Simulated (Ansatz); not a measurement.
A frame of BAs₃ from dynamics at 4000 K, with the forces (eV/Å) computed on a k mesh in the last three columns. Theory: DFT PBE, scalar-relativistic, plane waves, PAW in Ansatz 0.2.0.

Settings: cutoff 420 eV, Γ-centred mesh 3×3×3 on the computed 20-atom cell, Fermi–Dirac smearing of 0.34 eV; no spin polarisation.

```xyz
20
Lattice="7.115 0.122 -0.076 0.122 7.458 0.066 -0.076 0.066 7.561" Properties=species:S:1:pos:R:3:forces:R:3 pbc="T T T"
B     0.061    3.552    6.868    0.430    1.030    0.870
B     1.441    3.789    4.817   -1.150   -5.860   -1.320
B     0.899    3.138    0.686   -0.050   -0.030    1.680
B     1.724    2.325    4.062    0.170    1.010   -0.430
B     0.747    3.923    2.635    0.430    1.020    0.960
As    4.501    3.202    1.649    2.030    0.960   -0.490
As    6.800    2.394    2.353   -0.900   -1.520   -0.340
As    4.552    7.121    0.644   -0.530    0.400    1.010
As    5.637    4.930    0.080    0.600   -0.080   -1.360
As    6.686    2.422    5.387    1.210   -0.940   -1.280
As    4.046    2.987    4.586   -0.830   -0.010    0.020
As    1.455    0.435    6.633    0.000   -0.030    0.040
As    1.896    5.468    7.526   -0.070    0.470    0.760
As    6.721    7.066    2.308    0.650    0.700   -1.050
As    2.360    2.624    2.010   -1.360   -1.610   -0.050
As    1.827    5.460    5.012    1.600    6.050    0.010
As    2.529    6.579    2.408   -0.500   -0.190   -0.400
As    6.146    5.308    3.742    0.190   -0.720    0.290
As    5.046    6.624    5.634   -0.130   -0.330    0.140
As    4.792    1.907    6.696   -1.790   -0.330    0.940
```

Static pressure 3.7 GPa (no kinetic part), no gap on the mesh.

Counting as bonded all pairs within 1.2 times the summed covalent radii:

```csv
atom → neighbour,mean count,mean length (Å),spread (Å)
As → As,2.53,2.59,0.16
As → B,0.53,2.07,0.18
B → As,1.60,2.07,0.18
B → B,0.80,1.64,0.03
```

Angles between all pairs of such bonds at an atom (mean ± spread): 100 ± 32° at As, 116 ± 26° at B.

Cost: 1 run of about 5 core-minutes, on Arm Neoverse N1 (shared hosts).